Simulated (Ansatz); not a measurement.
**A plane-wave run on SrLi2SnSe4**

Input file of Ansatz 0.2.0:

```yaml
crystal:
  lattice:
    - [-3.432812, 3.432812, 4.081845]
    - [3.432812, -3.432812, 4.081845]
    - [3.432812, 3.432812, -4.081845]
  atoms:
    - { symbol: Sn, position: [0.0, 0.0, 0.0] }
    - { symbol: Sr, position: [0.5, 0.5, 0.0] }
    - { symbol: Li, position: [0.25, 0.75, 0.5] }
    - { symbol: Li, position: [0.75, 0.25, 0.5] }
    - { symbol: Se, position: [0.03526, 0.03526, 0.4132] }
    - { symbol: Se, position: [0.96474, 0.37794, 0.0] }
    - { symbol: Se, position: [0.62206, 0.62206, 0.5868] }
    - { symbol: Se, position: [0.37794, 0.96474, 0.0] }
  symmetry: { tolerance: 0.0003 }
kpoints:
  mp_grid: { grid: [3, 3, 3], shift: [0, 0, 0] }
magnetization:
  spin_polarized: false
scf:
  occupations: { method: fermi_dirac }
hamiltonian:
  pseudopotentials: { kind: paw }
  xc: hse06
basis:
  ecutwfc: 420
  fft_grid_basis: typed
output:
  forces: true
  stress: true
  eigenvalues: true
  bader: true
  populations: true
  elf: true
  write_potential: true
  volumetric_format: npy
  dos:
    e_range: [-12, 8]
    de: 0.05
    projected: { site_lists: { Li: [Li], Se: [Se], Sn: [Sn], Sr: [Sr] } }
  write_density: true
```

Run as

```sh
ansatz run input.yaml --threads 2 --pin off --max-ram 5120MiB --backend cpu --events-out ev --progress --plain --runs-dir out
```

Output (shortened):

```
Free energy (F): -31876.5767 eV
Frozen-core exchange: fock
Harris-Foulkes:  -31876.5767 eV  (|F-HF|=9.31e-10)
Internal energy: -31876.5767 eV  (E = F + TS)
E sigma→0 (E₀):  -31876.5767 eV
Entropy (-TS):    0.0000 eV (-0.000 meV/atom)
Fermi energy:    7.5658 eV
--- Per-component energies (eV) ---
  E_band       = -2201.8042
  E_kinetic    = 956.1711
  E_local      = -12793.8549  (includes V_loc(G=0)·N_el)
  E_nonlocal   = -2284.7855
  E_hartree    = 6204.6399
  E_xc         = -794.8025
  E_vxc        = -547.9442  (∫ρ·V_xc dr)
  E_exx        = -356.9107  (= α·E_x^exact, valence–valence)
  E_paw        = -14374.4527  (= ΣΔE_a)
  E_vpaw       = 773.1511  (= ΣTr[D̂ρ^β])
  E_aug_tail   = -0.0023  (compensation charges beyond the density's cutoff)
  E_ewald      = -8428.1822
  E_core_change = -4.3971  (= ΣΔE_core)
  E_smearing   =  0.0000  (= −TS)
--- Forces (eV/Å), atoms counted from 1 ---
  atom   1  Sn     0.0000     0.0000     0.0000
  atom   2  Sr     0.0000     0.0000     0.0000
  atom   3  Li     0.0000     0.0000     0.0000
  atom   4  Li     0.0000     0.0000     0.0000
  atom   5  Se     0.4693     0.4693    -0.4681
  atom   6  Se     0.4693    -0.4693     0.4681
  atom   7  Se    -0.4693    -0.4693    -0.4681
  atom   8  Se    -0.4693     0.4693     0.4681
--- Stress (GPa, compression-positive) ---
        4.2961       0.0000       0.0000
        0.0000       4.2961       0.0000
        0.0000       0.0000       3.7336
  P = ⅓ Tr σ = 4.1086 GPa (41.086 kbar)
--- Bader charges: 8 sites ---
  site symbol  charge [e]  shift [e]
     0     Sn      1.3691     0.0019
     1     Sr      1.5448     0.0000
     2     Li      0.8771     0.0007
     3     Li      0.8771     0.0007
     4     Se     -1.1670     0.0008
     5     Se     -1.1671     0.0008
     6     Se     -1.1670     0.0008
     7     Se     -1.1670     0.0008
```

Total energies depend on the potentials used, so only differences within one code and one set of settings carry meaning.

Origin: a known structure type with other elements, at an estimated volume, so it need not be a known compound. Caveats: the exchange threshold is loose for a stress; the SCF threshold is loose for a stress; hybrid functional on a coarse k mesh.
